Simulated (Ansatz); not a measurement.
## What DFT gives for CuI

```
Cu I
1.0
     3.01672    3.01672    6.03343
     6.03343    3.01672    3.01672
     3.01672    6.03343    3.01672
Cu I
2 2
Direct
  0.12500 0.12500 0.12500
  0.62500 0.62500 0.62500
  0.00000 0.00000 0.00000
  0.50000 0.50000 0.50000
```

The numbers come from plane-wave PAW DFT (Ansatz): r2SCAN, with U_eff = 4.85 eV on Cu d (all-electron-ortho-atomic projectors), spin-orbit coupling, 500 eV, 5×5×5 (shifted by 0.5, 0.5, 0.5 steps) k points, fermi-dirac occupations (width 0.1 eV). Nothing was relaxed.

The state carries no moments; the state need not be the lowest.

Problem. Is there a gap, and of what kind?

Solution. The gap is 2.29 eV, direct at the points sampled.

Problem. Which orbitals make up the band edges?

Solution. Within 0.7 eV of the edges, the states project mainly on I p (72 %) and Cu d (26 %) below the gap and on Cu s (72 %) and I s (23 %) above it.

Problem. Is the cell too large or too small?

Solution. The pressure is 0.7 GPa (compression positive), so with the atoms held at these fractions the cell would first expand.

Problem. Are the atoms at rest?

Solution. Nearly at rest: the largest force is 0.003 eV/Å.

Problem. Which element gives electrons and which takes them?

Solution. Bader charges in e: Cu +0.36, I -0.36. In the mean Cu gives up most and I takes most.

Origin: a database entry at a rescaled volume. Caveats: the mesh misses a band edge that the path finds.
